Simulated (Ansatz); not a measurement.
Ansatz input file:

```yaml
crystal:
  lattice:
    - [4.9218321882, 0.0, 0.0]
    - [0.0, 4.9218321882, 0.0]
    - [0.0, 0.0, 3.3411039266]
  atoms:
    - { symbol: Mn, position: [0.0, 0.0, 0.0], spin: 4.67 }
    - { symbol: Mn, position: [0.5, 0.5, 0.5], spin: 4.67 }
    - { symbol: F, position: [0.3049740353, 0.3049740353, 0.0] }
    - { symbol: F, position: [0.1950259647, 0.8049740353, 0.5] }
    - { symbol: F, position: [0.6950259647, 0.6950259647, 0.0] }
    - { symbol: F, position: [0.8049740353, 0.1950259647, 0.5] }
basis:
  ecutwfc: 500
kpoints:
  mp_grid: { grid: [6, 6, 8] }
hamiltonian:
  xc: r2scan
scf:
  occupations: { method: gaussian, width: 0.02 }
output:
  forces: true
  stress: true
  eigenvalues: true
  populations: true
magnetization:
  spin_polarized: true
relax:
  adjacent_minimum: "off"
  f_tol: 0.01
  max_steps: 30
  cell: { stress_tol: 0.1, fix: [volume] }
```

Command:
```bash
ansatz run input.yaml --threads 1 --pin off --max-ram 2560MiB --backend cpu --events-out ev --progress --plain --runs-dir out
```

The calculation used Ansatz, DFT r2SCAN, scalar-relativistic, plane waves, PAW.

Part of what the program printed, abridged:

```
Pseudopotentials: kind: paw
Pseudopotential: Mn, paw, valence charge 15, recommended cutoff 500 eV (meta_gga)
Pseudopotential: F, paw, valence charge 7, recommended cutoff 500 eV (meta_gga)
Functional definition: r2SCAN
Crystal: 6 atoms, lattice volume = 80.936 Å³
Basis set: ecut = 500 eV, 2029 PW (Γ), exchange–correlation on 144×144×100 points (64 copies of the dense FFT grid, shifted against one another)
Bands: 41, of which v1, the nominal top of the filled ones, is band 29 counted from 1 (28 counted from 0)
Symmetry: 16 space group operations
Space group: P42/mnm (ITA 136), of the structure as read, at distance tolerance 4.3e-5 Å
Magnetic group: BNS 136.495 (UNI 1155), of the structure as read, at distance tolerance 4.3e-5 Å
k-points: 50 of 288
Initial density: superposition of atomic densities (chi_scale 0.1, normalization cell, long waves kept (reshape's long-wave potential 0.02 eV rms))
Starting moments: Σ|m| = 9.34 μB on 2 of 6 sites
Initial wavefunctions: pseudopotential atomic-orbital guess
Functional: x = r2scan, c = r2scan; τ floored in thin density (d = 2e-4 eV/Å³)
SCF iter   1: F=—  HF=-11063.716505 eV  |F-HF|=—  |Δ(HF+E_count)|=         —  Δρ=1.53e-1 (↑1.53e-1 ↓1.33e-1) dr2=5.30e1  dr2_τ=1.32e-1  dr2_m=1.22e0  M=10.000 μB ∫|m|=10.000 μB  β_m=1.00  ethr=3.10e-3  ⟨swp⟩=6.1  Hψ=15277  notcnv=0
Mixer restart at iter 1: flushing history
spin=Collinear: Resta preconditioning applied to the charge; magnetization (m = ρ↑ − ρ↓) channel mixes plain (no charge-response kernel on spin).
SCF iter   2: F=—  HF=-11054.337718 eV  |F-HF|=—  |Δ(HF+E_count)|=    9.38e0  Δρ=5.81e-2 (↑5.81e-2 ↓3.75e-2) dr2=7.84e0  dr2_τ=1.63e-1  dr2_m=1.43e-1  M=10.000 μB ∫|m|=10.003 μB  β_m=1.00  ethr=3.10e-3  ⟨swp⟩=3.4  Hψ=9365  notcnv=0  defer=446  κ⁻¹=1.0e0(r=1)
SCF iter   3: F=—  HF=-11052.673354 eV  |F-HF|=—  |Δ(HF+E_count)|=    1.66e0  Δρ=2.56e-2 (↑1.66e-2 ↓2.56e-2) dr2=1.52e0  dr2_τ=1.30e-2  dr2_m=6.51e-2  M=10.000 μB ∫|m|=10.009 μB  β_m=1.00  ethr=3.10e-3  ⟨swp⟩=2.9  Hψ=8579  notcnv=0  defer=446  κ⁻¹=3.4e-2(r=2)
SCF iter   4: F=—  HF=-11052.674446 eV  |F-HF|=—  |Δ(HF+E_count)|=   1.09e-3  Δρ=1.21e-2 (↑1.13e-2 ↓1.21e-2) dr2=4.20e-1  dr2_τ=4.44e-3  dr2_m=6.08e-4  M=10.000 μB ∫|m|=10.008 μB  β_m=1.00  ethr=2.62e-3  ⟨swp⟩=2.2  Hψ=6132  notcnv=0  defer=414  κ⁻¹=1.0e-2(r=3)
SCF iter   5: F=—  HF=-11052.640366 eV  |F-HF|=—  |Δ(HF+E_count)|=   3.41e-2  Δρ=8.14e-3 (↑5.86e-3 ↓8.14e-3) dr2=9.93e-2  dr2_τ=2.63e-3  dr2_m=2.48e-3  M=10.000 μB ∫|m|=10.005 μB  β_m=1.00  ethr=7.24e-4  ⟨swp⟩=3.0  Hψ=8188  notcnv=0  defer=414  κ⁻¹=9.8e-4(r=4)
SCF iter   6: F=—  HF=-11052.687820 eV  |F-HF|=—  |Δ(HF+E_count)|=         —  Δρ=3.38e-3 (↑3.38e-3 ↓2.73e-3) dr2=1.95e-2  dr2_τ=4.71e-4  dr2_m=2.21e-4  M=10.000 μB ∫|m|=10.004 μB  β_m=1.00  ethr=1.71e-4  ⟨swp⟩=2.6  Hψ=7875  notcnv=0  defer=414
Mixer restart at iter 6: flushing history
SCF iter   7: F=—  HF=-11052.689708 eV  |F-HF|=—  |Δ(HF+E_count)|=   1.89e-3  Δρ=2.42e-3 (↑2.42e-3 ↓2.27e-3) dr2=1.29e-2  dr2_τ=2.87e-4  dr2_m=1.41e-5  M=10.000 μB ∫|m|=10.004 μB  β_m=1.00  ethr=3.35e-5  ⟨swp⟩=1.7  Hψ=4696  notcnv=0  defer=414  κ⁻¹=1.0e0(r=1)
SCF iter   8: F=—  HF=-11052.693344 eV  |F-HF|=—  |Δ(HF+E_count)|=   3.64e-3  Δρ=9.92e-4 (↑7.39e-4 ↓9.92e-4) dr2=2.64e-3  dr2_τ=5.20e-5  dr2_m=2.57e-5  M=10.000 μB ∫|m|=10.003 μB  β_m=1.00  ethr=2.23e-5  ⟨swp⟩=2.0  Hψ=4886  notcnv=0  defer=414  κ⁻¹=5.1e-2(r=2)
SCF iter   9: F=—  HF=-11052.693836 eV  |F-HF|=—  |Δ(HF+E_count)|=   4.93e-4  Δρ=3.94e-4 (↑3.94e-4 ↓3.63e-4) dr2=3.30e-4  dr2_τ=6.01e-6  dr2_m=1.21e-6  M=10.000 μB ∫|m|=10.003 μB  β_m=1.00  ethr=4.56e-6  ⟨swp⟩=2.4  Hψ=7038  notcnv=0  defer=414  κ⁻¹=3.4e-3(r=3)
SCF iter  10: F=—  HF=-11052.694034 eV  |F-HF|=—  |Δ(HF+E_count)|=   1.98e-4  Δρ=2.66e-4 (↑2.66e-4 ↓2.63e-4) dr2=1.73e-4  dr2_τ=2.54e-6  dr2_m=2.88e-7  M=10.000 μB ∫|m|=10.003 μB  β_m=1.00  ethr=5.70e-7  ⟨swp⟩=1.0  Hψ=4100  notcnv=0  defer=414  κ⁻¹=1.6e-3(r=4)
SCF iter  11: F=—  HF=-11052.694115 eV  |F-HF|=—  |Δ(HF+E_count)|=   8.03e-5  Δρ=5.16e-5 (↑4.55e-5 ↓5.16e-5) dr2=5.35e-6  dr2_τ=1.40e-7  dr2_m=7.73e-8  M=10.000 μB ∫|m|=10.003 μB  β_m=1.00  ethr=2.98e-7  ⟨swp⟩=2.0  Hψ=7510  notcnv=0  defer=414  κ⁻¹=2.5e-4(r=5)
SCF iter  12: F=—  HF=-11052.694117 eV  |F-HF|=—  |Δ(HF+E_count)|=   2.62e-6  Δρ=4.26e-5 (↑4.12e-5 ↓4.26e-5) dr2=2.21e-6  dr2_τ=1.01e-7  dr2_m=5.52e-9  M=10.000 μB ∫|m|=10.003 μB  β_m=1.00  ethr=9.22e-9  ⟨swp⟩=1.5  Hψ=4600  notcnv=0  defer=414  κ⁻¹=5.5e-5(r=6)
SCF iter  13: F=—  HF=-11052.694127 eV  |F-HF|=—  |Δ(HF+E_count)|=   1.02e-5  Δρ=1.16e-5 (↑1.16e-5 ↓9.39e-6) dr2=3.33e-7  dr2_τ=3.41e-9  dr2_m=8.31e-9  M=10.000 μB ∫|m|=10.003 μB  β_m=1.00  ethr=3.80e-9  ⟨swp⟩=2.0  Hψ=7000  notcnv=0  defer=414  κ⁻¹=4.6e-6(r=7)
SCF iter  14: F=—  HF=-11052.694128 eV  |F-HF|=—  |Δ(HF+E_count)|=   1.06e-7  Δρ=6.30e-6 (↑6.05e-6 ↓6.30e-6) dr2=1.48e-7  dr2_τ=1.21e-9  dr2_m=2.28e-10  M=10.000 μB ∫|m|=10.003 μB  β_m=1.00  ethr=5.75e-10  ⟨swp⟩=2.0  Hψ=6560  notcnv=0  defer=414  κ⁻¹=1.5e-6(r=8)
SCF iter  15: F=-11052.694128 eV  HF=-11052.694128 eV  |F-HF|=1.23e-8  |Δ(HF+E_count)|=   9.05e-8  Δρ=2.27e-6 (↑2.27e-6 ↓1.12e-6) dr2=3.27e-9  dr2_τ=1.23e-10  dr2_m=1.09e-9  M=10.000 μB ∫|m|=10.003 μB  ethr=1.72e-10  ⟨swp⟩=10.1  Hψ=17587  notcnv=0
SCF 1 converged in 15 iterations: F = -11052.694128 eV  dr2 = 3.27e-9
relax step   1: F+E_penalty+E_count = -11052.69412762 eV  Δ(F+E_penalty+E_count) = +0.000e0 eV  max|allowed force component| = 2.079e-2 eV/Å  Δτ_max = 0.0000 Å  P = -2.792 GPa  Ω = 80.936 Å³  fix = [volume]  reactions: volume -2.792 GPa (15 SCF iters, dr2 threshold 1.00e-7 eV, accepted)
Basis set: ecut = 500 eV, 2045 PW (Γ), exchange–correlation on 144×144×100 points (64 copies of the dense FFT grid, shifted against one another)
Initial density: handed on by an earlier stage of this run
Starting moments: Σ|m| = 9.34 μB on 2 of 6 sites; this step starts from the density that it was given
Initial wavefunctions: those handed on with the density
SCF iter   1: F=—  HF=-11052.694275 eV  |F-HF|=—  |Δ(HF+E_count)|=         —  Δρ=1.63e-4 (↑1.60e-4 ↓1.63e-4) dr2=2.63e-5  dr2_τ=1.05e-4  dr2_m=4.29e-6  M=10.000 μB ∫|m|=10.003 μB  β_m=1.00  ethr=3.54e-8  ⟨swp⟩=3.0  Hψ=20333  notcnv=0
spin=Collinear: Resta preconditioning applied to the charge; magnetization (m = ρ↑ − ρ↓) channel mixes plain (no charge-response kernel on spin).
SCF iter   2: F=—  HF=-11052.694562 eV  |F-HF|=—  |Δ(HF+E_count)|=   2.87e-4  Δρ=9.88e-5 (↑9.20e-5 ↓9.88e-5) dr2=1.05e-5  dr2_τ=3.76e-7  dr2_m=8.95e-8  M=10.000 μB ∫|m|=10.003 μB  β_m=1.00  ethr=3.54e-8  ⟨swp⟩=2.0  Hψ=8010  notcnv=0  κ⁻¹=1.0e0(r=1)
SCF iter   3: F=—  HF=-11052.694566 eV  |F-HF|=—  |Δ(HF+E_count)|=   3.97e-6  Δρ=6.12e-5 (↑6.11e-5 ↓6.12e-5) dr2=4.51e-6  dr2_τ=1.41e-7  dr2_m=5.42e-9  M=10.000 μB ∫|m|=10.003 μB  β_m=1.00  ethr=1.81e-8  ⟨swp⟩=1.0  Hψ=4100  notcnv=0  κ⁻¹=1.3e-2(r=2)
SCF iter   4: F=—  HF=-11052.694570 eV  |F-HF|=—  |Δ(HF+E_count)|=   3.77e-6  Δρ=1.25e-5 (↑1.25e-5 ↓9.78e-6) dr2=1.93e-7  dr2_τ=7.77e-9  dr2_m=6.26e-9  M=10.000 μB ∫|m|=10.003 μB  β_m=1.00  ethr=7.77e-9  ⟨swp⟩=2.1  Hψ=6681  notcnv=0  κ⁻¹=1.1e-3(r=3)
SCF iter   5: F=-11052.694570 eV  HF=-11052.694570 eV  |F-HF|=4.67e-8  |Δ(HF+E_count)|=   2.74e-7  Δρ=7.45e-6 (↑7.18e-6 ↓7.45e-6) dr2=7.23e-8  dr2_τ=3.87e-9  dr2_m=5.55e-10  M=10.000 μB ∫|m|=10.003 μB  ethr=3.34e-10  ⟨swp⟩=2.1  Hψ=12857  notcnv=0
SCF 2 converged in 5 iterations: F = -11052.694570 eV  dr2 = 7.23e-8
relax step   2: F+E_penalty+E_count = -11052.69457000 eV  Δ(F+E_penalty+E_count) = -4.424e-4 eV  max|allowed force component| = 2.148e-2 eV/Å  Δτ_max = 0.0007 Å  P = -2.753 GPa  Ω = 80.936 Å³  fix = [volume]  reactions: volume -2.753 GPa (5 SCF iters, dr2 threshold 4.07e-7 eV, accepted)
SCF iter   1: F=—  HF=-11052.693250 eV  |F-HF|=—  |Δ(HF+E_count)|=         —  Δρ=6.38e-4 (↑4.69e-4 ↓6.38e-4) dr2=2.46e-4  dr2_τ=2.42e-3  dr2_m=2.11e-5  M=10.000 μB ∫|m|=10.003 μB  β_m=1.00  ethr=4.27e-7  ⟨swp⟩=2.1  Hψ=18250  notcnv=0
spin=Collinear: Resta preconditioning applied to the charge; magnetization (m = ρ↑ − ρ↓) channel mixes plain (no charge-response kernel on spin).
SCF iter   2: F=—  HF=-11052.695008 eV  |F-HF|=—  |Δ(HF+E_count)|=   1.76e-3  Δρ=3.39e-4 (↑2.92e-4 ↓3.39e-4) dr2=7.30e-5  dr2_τ=8.22e-6  dr2_m=1.83e-6  M=10.000 μB ∫|m|=10.003 μB  β_m=1.00  ethr=4.25e-7  ⟨swp⟩=2.0  Hψ=8200  notcnv=0  κ⁻¹=1.0e0(r=1)
SCF iter   3: F=—  HF=-11052.695045 eV  |F-HF|=—  |Δ(HF+E_count)|=   3.70e-5  Δρ=1.86e-4 (↑1.86e-4 ↓1.83e-4) dr2=2.59e-5  dr2_τ=2.77e-6  dr2_m=5.34e-8  M=10.000 μB ∫|m|=10.003 μB  β_m=1.00  ethr=1.26e-7  ⟨swp⟩=1.5  Hψ=5206  notcnv=0  κ⁻¹=6.5e-3(r=2)
SCF iter   4: F=—  HF=-11052.695072 eV  |F-HF|=—  |Δ(HF+E_count)|=   2.72e-5  Δρ=4.69e-5 (↑4.69e-5 ↓4.12e-5) dr2=2.19e-6  dr2_τ=1.51e-7  dr2_m=1.36e-7  M=10.000 μB ∫|m|=10.003 μB  β_m=1.00  ethr=4.47e-8  ⟨swp⟩=2.2  Hψ=6700  notcnv=0  κ⁻¹=5.4e-4(r=3)
SCF iter   5: F=—  HF=-11052.695075 eV  |F-HF|=—  |Δ(HF+E_count)|=   2.85e-6  Δρ=1.96e-5 (↑1.84e-5 ↓1.96e-5) dr2=6.83e-7  dr2_τ=2.12e-8  dr2_m=1.87e-9  M=10.000 μB ∫|m|=10.003 μB  β_m=1.00  ethr=3.78e-9  ⟨swp⟩=2.7  Hψ=7018  notcnv=0  κ⁻¹=6.5e-5(r=4)
SCF iter   6: F=-11052.695076 eV  HF=-11052.695076 eV  |F-HF|=3.12e-8  |Δ(HF+E_count)|=   2.85e-7  Δρ=7.63e-6 (↑7.63e-6 ↓7.26e-6) dr2=1.25e-7  dr2_τ=3.83e-9  dr2_m=3.08e-9  M=10.000 μB ∫|m|=10.003 μB  ethr=2.84e-10  ⟨swp⟩=3.0  Hψ=13294  notcnv=0
SCF 3 converged in 6 iterations: F = -11052.695076 eV  dr2 = 1.25e-7
relax step   3: F+E_penalty+E_count = -11052.69507556 eV  Δ(F+E_penalty+E_count) = -5.056e-4 eV  max|allowed force component| = 8.091e-3 eV/Å  Δτ_max = 0.0058 Å  P = -2.626 GPa  Ω = 80.936 Å³  energy of the carried Pulay correction = +8.713e-17 eV  fix = [volume]  reactions: volume -2.626 GPa (6 SCF iters, dr2 threshold 1.65e-7 eV, accepted)
Initial wavefunctions: pseudopotential atomic-orbital guess (no wavefunctions were taken with the density)
SCF iter   1: F=—  HF=-11052.695061 eV  |F-HF|=—  |Δ(HF+E_count)|=         —  Δρ=2.66e-5 (↑2.66e-5 ↓2.66e-5) dr2=2.31e-7  dr2_τ=9.30e-8  dr2_m=6.15e-9  M=10.000 μB ∫|m|=10.003 μB  β_m=1.00  ethr=9.58e-8  ⟨swp⟩=3.0  Hψ=26715  notcnv=0
spin=Collinear: Resta preconditioning applied to the charge; magnetization (m = ρ↑ − ρ↓) channel mixes plain (no charge-response kernel on spin).
SCF iter   2: F=—  HF=-11052.695067 eV  |F-HF|=—  |Δ(HF+E_count)|=   6.02e-6  Δρ=1.88e-5 (↑1.88e-5 ↓1.88e-5) dr2=1.29e-7  dr2_τ=1.48e-7  dr2_m=4.36e-10  M=10.000 μB ∫|m|=10.003 μB  β_m=1.00  ethr=3.98e-10  ⟨swp⟩=2.0  Hψ=6947  notcnv=0  κ⁻¹=1.0e0(r=1)
SCF iter   3: F=—  HF=-11052.695064 eV  |F-HF|=—  |Δ(HF+E_count)|=   2.72e-6  Δρ=9.77e-6 (↑9.75e-6 ↓9.77e-6) dr2=4.65e-8  dr2_τ=3.89e-8  dr2_m=1.29e-10  M=10.000 μB ∫|m|=10.003 μB  β_m=1.00  ethr=2.23e-10  ⟨swp⟩=2.1  Hψ=5274  notcnv=0  κ⁻¹=2.9e-1(r=2)
SCF iter   4: F=—  HF=-11052.695064 eV  |F-HF|=—  |Δ(HF+E_count)|=   8.76e-7  Δρ=1.52e-6 (↑1.52e-6 ↓1.36e-6) dr2=4.42e-9  dr2_τ=4.65e-10  dr2_m=6.53e-11  M=10.000 μB ∫|m|=10.003 μB  β_m=1.00  ethr=8.02e-11  ⟨swp⟩=2.0  Hψ=6123  notcnv=0  κ⁻¹=9.0e-3(r=3)
SCF iter   5: F=—  HF=-11052.695064 eV  |F-HF|=—  |Δ(HF+E_count)|=  7.02e-10  Δρ=1.13e-6 (↑1.13e-6 ↓1.13e-6) dr2=1.77e-9  dr2_τ=4.14e-10  dr2_m=3.73e-12  M=10.000 μB ∫|m|=10.003 μB  β_m=1.00  ethr=7.62e-12  ⟨swp⟩=1.8  Hψ=5148  notcnv=0  κ⁻¹=2.3e-3(r=4)
SCF iter   6: F=—  HF=-11052.695064 eV  |F-HF|=—  |Δ(HF+E_count)|=   8.48e-9  Δρ=5.12e-7 (↑4.49e-7 ↓5.12e-7) dr2=3.66e-10  dr2_τ=6.71e-11  dr2_m=3.83e-12  M=10.000 μB ∫|m|=10.003 μB  β_m=1.00  ethr=3.06e-12  ⟨swp⟩=2.5  Hψ=6024  notcnv=0  κ⁻¹=5.8e-4(r=5)
SCF iter   7: F=-11052.695064 eV  HF=-11052.695064 eV  |F-HF|=1.27e-11  |Δ(HF+E_count)|=   1.39e-9  Δρ=1.50e-7 (↑1.13e-7 ↓1.50e-7) dr2=3.76e-11  dr2_τ=1.54e-12  dr2_m=1.17e-12  M=10.000 μB ∫|m|=10.003 μB  ethr=1.00e-12  ⟨swp⟩=4.0  Hψ=10791  notcnv=0
SCF 4 converged in 7 iterations: F = -11052.695064 eV  dr2 = 3.76e-11
WARN: an SCF from antiferromagnetic starting moments (-4.70, 4.70, 0.00, 0.00, 0.00, 0.00 Bohr magnetons, atom by atom) was not made, by what the run has read of turns of its moments that order reads lower: the deck asks for what bars it, or types moments that do (magnetization.spin_polarized, in the input reference, names some of the keys), or the run goes by scf.lower_state_search: light, the default, which as a rule tries one only behind a close that has lost an order of both signs, or on which an open d or half-filled 4f shell of a PAW file has lost a moment that was set nearer to Hund's than to what is left; or, under a Hubbard U, one that names an f shell that the input leaves bare bes ...
SCF converged after 7 iterations
Stability not checked: this state was not tested for a lower state beside it, because the mixer in use, unlike msr1, does not test its closes by its own steps (another_mixer; see scf.mixing.algorithm and scf.lower_state_search)
Magnetization: 10.0000 μB (34.0000 up, 24.0000 down)
Absolute magnetization: 10.0031 μB (∫|ρ↑−ρ↓|, with the PAW one-centre terms)
Spin contamination: 0.0071 ħ² per cell (⟨S²⟩ above its minimum at these occupations)
Per-site moments (μB) at R_I (Å): [(4.28152957, 0.88006641), (4.28152957, 0.88006641), (0.08754196, 0.88006641), (0.08754196, 0.88006641), (0.08754196, 0.88006641), (0.08754196, 0.88006641)]
Free energy (F): -11052.695064 eV
Harris-Foulkes:  -11052.695064 eV  (|F-HF|=1.27e-11)
Internal energy: -11052.695064 eV  (E = F + TS)
E sigma→0 (E₀):  -11052.695064 eV
Fermi energy:    7.157503 eV
--- Per-component energies (eV) ---
  E_band       = -900.687819
  E_kinetic    = 1426.862215
  E_local      = -7330.241411  (includes V_loc(G=0)·N_el)
  E_nonlocal   = 811.240520
  E_hartree    = 2926.479421
  E_xc         = -527.958845
  E_vxc        = -775.343500  (∫ρ·V_xc dr)
  E_paw        = -3455.409794  (= ΣΔE_a)
  E_vpaw       = -942.030617  (= ΣTr[D̂ρ^β])
  E_aug_tail   = 0.004406  (compensation charges beyond the density's cutoff)
  E_vtau       = 55.861745  (kinetic-family band-sum trace: ∫τ·v_τ [+ j·A + Jᵃ·Aᵃ] dr)
  E_ewald      = -4902.979924
  E_core_change = -0.691652  (= ΣΔE_core)
  E_smearing   =  0.000000  (= −TS)
--- Forces (eV/Å), atoms counted from 1 ---
  atom   1  Mn     0.00000000     0.00000000     0.00000000
  atom   2  Mn     0.00000000     0.00000000     0.00000000
  atom   3  F     -0.00795839    -0.00795839     0.00000000
  atom   4  F      0.00795839    -0.00795839     0.00000000
  atom   5  F      0.00795839     0.00795839     0.00000000
  atom   6  F     -0.00795839     0.00795839     0.00000000
--- Stress (GPa, compression-positive) ---
       -2.639606       0.000000       0.000000
        0.000000      -2.639606       0.000000
        0.000000       0.000000      -2.597019
  P = ⅓ Tr σ = -2.6254 GPa (-26.254 kbar)
--- Band table (eV; the first three rows and the last of 100) ---
  k-point 0 ↑: bands = ["-78.1537", "-78.1534", "-45.6857", "-45.6857", "-45.6489", "-45.6489", "-45.6425", "-45.6410", "-19.2818", "-18.8339", "-18.7814", "-18.7814", "-1.7044", "-0.9417", "-0.2927", "-0.1494", "-0.1494", "0.3418", "0.3420", "0.3420", "1.2154", "1.6116", "1.6116", "1.8898", "3.8470", "3.9523", "3.9682", "4.0462", "4.0462", "4.4872", "4.7192", "5.7237", "5.7237", "6.2275", "8.0875", "13.5600", "13.5600", "14.7652", "16.3828", "18.1905", "18.4025"]
  k-point 1 ↑: bands = ["-78.1536", "-78.1533", "-45.6852", "-45.6852", "-45.6488", "-45.6488", "-45.6451", "-45.6438", "-19.2484", "-18.8334", "-18.7835", "-18.7835", "-1.6023", "-0.8966", "-0.2208", "-0.2208", "-0.2002", "0.1662", "0.4682", "0.4682", "0.9274", "1.5005", "1.5005", "1.8411", "3.9267", "3.9553", "3.9728", "4.1024", "4.1024", "4.5944", "4.6739", "5.6000", "5.6000", "6.1331", "8.5155", "13.9350", "13.9350", "14.8435", "16.4641", "17.9167", "18.2828"]
  k-point 2 ↑: bands = ["-78.1532", "-78.1530", "-45.6841", "-45.6841", "-45.6515", "-45.6504", "-45.6484", "-45.6484", "-19.1599", "-18.8400", "-18.7885", "-18.7885", "-1.3318", "-0.7949", "-0.2624", "-0.2624", "-0.2040", "0.0644", "0.3298", "0.6289", "0.6289", "1.2396", "1.2396", "1.6718", "3.9520", "4.0129", "4.0666", "4.2387", "4.2387", "4.5469", "4.8276", "5.3477", "5.3477", "5.8681", "9.6266", "14.8805", "14.8805", "14.8977", "16.7204", "16.8800", "18.2225"]
  k-point 49 ↓: bands = ["-71.5396", "-71.5396", "-39.1272", "-39.1272", "-39.0796", "-39.0796", "-39.0674", "-39.0674", "-18.7152", "-18.7152", "-18.6161", "-18.6161", "-0.7656", "-0.7656", "-0.1807", "-0.1807", "0.6011", "0.6011", "0.8590", "0.8590", "1.6304", "1.6304", "1.7022", "1.7022", "9.9144", "9.9144", "9.9591", "9.9591", "10.1876", "10.1876", "10.7957", "10.7957", "11.1188", "11.1188", "15.6499", "15.6499", "16.0046", "16.0046", "16.6257", "16.6257", "17.0940"]
--- Relaxed structure (3 steps of the walk, 3 accepted, 1 SCFs on fresh bases) ---
  F+E_penalty+E_count = -11052.69506355 eV   max|allowed force component| = 7.958e-3 eV/Å   (the final SCF, on the basis selected at the relaxed cell)
  cell:  # Å, volume = 80.9363 Å³
    - [4.93472126, 0.0, 0.0]
    - [0.0, 4.93472126, 0.0]
    - [0.0, 0.0, 3.32367334]
  atoms:
    - { symbol: Mn, position: [0.0, 0.0, 0.0] }
    - { symbol: Mn, position: [0.5, 0.5, 0.49999999] }
    - { symbol: F, position: [0.30571297, 0.30571297, 0.0] }
    - { symbol: F, position: [0.19428702, 0.80571297, 0.49999999] }
    - { symbol: F, position: [0.69428702, 0.69428702, 0.0] }
    - { symbol: F, position: [0.80571297, 0.19428702, 0.49999999] }
--- Löwdin populations: 6 sites ---
  site symbol q [e]    m [muB]
     0     Mn     13.5368     4.7794
     1     Mn     13.5368     4.7794
     2      F      7.6843     0.1007
     3      F      7.6843     0.1007
     4      F      7.6843     0.1007
     5      F      7.6843     0.1007
  spilling = 0.003265 (of n_electrons = 58.000000)
```

The relaxation met its thresholds.

Time: 3.7 min on 1 thread of Arm Neoverse V1 (shared host), peak memory 0.71 GiB.

The state reached may not be the lowest one. The program reads another magnetic order as possibly lower. Moments started parallel, and an antiferromagnetic order may lie lower.